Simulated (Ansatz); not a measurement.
# What moves the pressure of MnS?

```xyz
2
Lattice="0.0000 2.6122 2.6122 2.6122 0.0000 2.6122 2.6122 2.6122 0.0000" Properties=species:S:1:pos:R:3 pbc="T T T"
Mn    0.0000    0.0000    0.0000
S     2.6122    2.6122    2.6122
```

Atoms are numbered in the order listed.

The cell comes from COD entry 9005930, which wasn't checked; take it as a given geometry.

Other magnetic orders may lie lower; this is the state that the run reached.

Method: DFT, PBE, all-electron LAPW, scalar-relativistic (Ansatz 0.2.0).

Numerical set-up: a Γ-centred 14×14×14 k mesh, Fermi–Dirac smearing of 0.03 eV, basis error target 0.25 meV/atom, spin-polarised from start moments Mn1 4 μB.

In this reference run the pressure is -3.5 GPa (positive in compression). Each change below is made alone, on the same k mesh, with fractional coordinates held unless an atom is moved; x, y and z are the Cartesian axes.

(1) One change shifts the pressure by -1.2 GPa. Which?
A. volume scaled by 1.03
B. spin-orbit coupling on
C. no spin polarisation
D. volume scaled by 0.97
E. functional pbesol
F. no relativity

Results:

(1) A. The others give: spin-orbit coupling on, 0.0 GPa; no spin polarisation, -20.1 GPa; volume scaled by 0.97, +1.2 GPa; functional pbesol, -4.4 GPa; no relativity, +0.6 GPa.
